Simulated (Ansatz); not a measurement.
AlC2N:
Space group R3m, hexagonal axes (No. 160); a = 2.9779 Å, b = 2.9779 Å, c = 14.3839 Å, α = 90.00°, β = 90.00°, γ = 120.00°

```json
[
 {"atom": "Al", "site": "3a", "symmetry": "3m", "x": "0.0000", "y": "0.0000", "z": "0.9977"},
 {"atom": "N", "site": "3a", "symmetry": "3m", "x": "0.0000", "y": "0.0000", "z": "0.1308"},
 {"atom": "C", "site": "3a", "symmetry": "3m", "x": "0.0000", "y": "0.0000", "z": "0.5135"},
 {"atom": "C", "site": "3a", "symmetry": "3m", "x": "0.0000", "y": "0.0000", "z": "0.6080"}
]
```
(The calculation used a cell of 4 atoms; values per cell refer to that cell.)

Relaxed at zero pressure with DFT-PBE in the program Ansatz with PAW potentials.

Task: The volume is lowered by 6 % and shape and atoms relax at that volume. What pressure results, and how do the axes share the change?

Result: 10.8 GPa; a -2.6 %, b -2.6 %, c -1.0 %; the energy rises by 18 meV/atom.

Task: Give the new structure.

Result: 
Space group R3m, hexagonal axes (No. 160); a = 2.902 Å, b = 2.902 Å, c = 14.240 Å, α = 90.00°, β = 90.00°, γ = 120.00°

| atom | site | symmetry | x | y | z |
|---|---|---|---|---|---|
| Al | 3a | 3m | 0.0000 | 0.0000 | 0.0013 |
| N | 3a | 3m | 0.0000 | 0.0000 | 0.8690 |
| C | 3a | 3m | 0.0000 | 0.0000 | 0.4873 |
| C | 3a | 3m | 0.0000 | 0.0000 | 0.3924 |

The phase is kept; no other phase was compared at this pressure.

The start of the workflow was typed in or built on a structure type; neither database checked (COD, Materials Project) lists it. Whether it is the stable phase at ambient conditions was not checked. The PBE relaxation kept the symmetry of its start; its stability against distortions is not shown here. Its formation energy is positive at this level, so the cell may be metastable or incomplete.

Potentials: the earlier of the program's two PAW sets.
